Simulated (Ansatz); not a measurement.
Harmonic vibrational thermodynamics of TiAl (L1₀ or tetragonal B2, space group No. 123) at fixed volume, PBE (plane waves, PAW; program Ansatz). The rows extrapolate the 0 K crystal and know nothing of melting or changes of phase.

| T (K) | F_vib (meV/atom) | S (J/K per mol of atoms) | C_V (J/K per mol of atoms) |
|---|---|---|---|
| 50 | ? | 0.9 | ? |
| 100 | 42.1 | ? | ? |
| 200 | 31.0 | 16.0 | 19.6 |
| 300 | 9.8 | 24.6 | 22.3 |
| 400 | ? | 31.2 | ? |
| 600 | -94.4 | 40.8 | 24.2 |
| 800 | -186.7 | 47.9 | 24.5 |
| 1000 | -291.8 | 53.4 | 24.7 |

Problem. Complete the blanks.

Solution. 
- 50, C_V (J/K per mol of atoms): 2.6
- 50, F_vib (meV/atom): 43.6
- 100, C_V (J/K per mol of atoms): 10.8
- 100, S (J/K per mol of atoms): 5.2
- 400, F_vib (meV/atom): -19.2
- 400, C_V (J/K per mol of atoms): 23.4

Space group P4/mmm (L1₀ or tetragonal B2). The PBE relaxation kept the symmetry of its start; phonons on a q-mesh show no instability. No spin polarisation was allowed.

Potentials: the later of the program's two PAW sets.
